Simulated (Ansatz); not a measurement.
Method: DFT PBE, scalar-relativistic, plane waves, PAW in Ansatz 0.2.0. Plane waves to 420 eV, a 10×10×10 mesh through Γ for the 10-atom cell and 0.02 eV Gaussian smearing; no spin polarisation.

The zero of energy is the elements' standard structures at the same level (O₂ as a molecule); no fitted shifts are applied.

**Question.** Propose a candidate for an orthorhombic semiconductor with formula Mg3Zn2O5, with a gap near 2.5 eV, a formation energy near −2.12 eV/atom and a density near 4.79 g/cm³, in a cell of 10 atoms. Its symmetry should be Immm (No. 71).

**Answer.** Mg3Zn2O5, space group Immm (No. 71). Mg on a site of symmetry mm2 has 6 O at 2.12–2.14 Å; Mg on a site of symmetry mmm is surrounded by 6 O at 2.12–2.14 Å; Zn has 6 O at 2.14–2.17 Å; O on a site of symmetry mm2 is surrounded by 4 Mg at 2.12–2.14 Å and 2 Zn at 2.17 Å; 2 more sites not described.

```
CELL_PARAMETERS angstrom
-1.51784 2.14094 7.56935
1.51784 -2.14094 7.56935
1.51784 2.14094 -7.56935
ATOMIC_POSITIONS crystal
Mg 0.40042 0.40042 0.00000
Mg 0.59958 0.59958 0.00000
Mg 0.00000 0.00000 0.00000
Zn 0.80039 0.80039 0.00000
Zn 0.19961 0.19961 0.00000
O 0.09746 0.59747 0.50000
O 0.30241 0.80241 0.50000
O 0.50000 0.00000 0.50000
O 0.69759 0.19759 0.50000
O 0.90253 0.40253 0.50000
```

The volume per atom is 9.84 Å³ and the density is 4.79 g/cm³. The formation energy is −2.122 eV/atom and the gap on the 10×10×10 mesh of the 10-atom cell is 2.51 eV.

It was reached by relaxing an invented guess, and it needn't be the stable form of this composition. Other answers may fit too; this one was computed.

Kohn–Sham gaps at this level usually fall short of measured ones. A later test with randomly moved atoms came back to the same energy, though modes that don't fit the test's cell weren't probed.
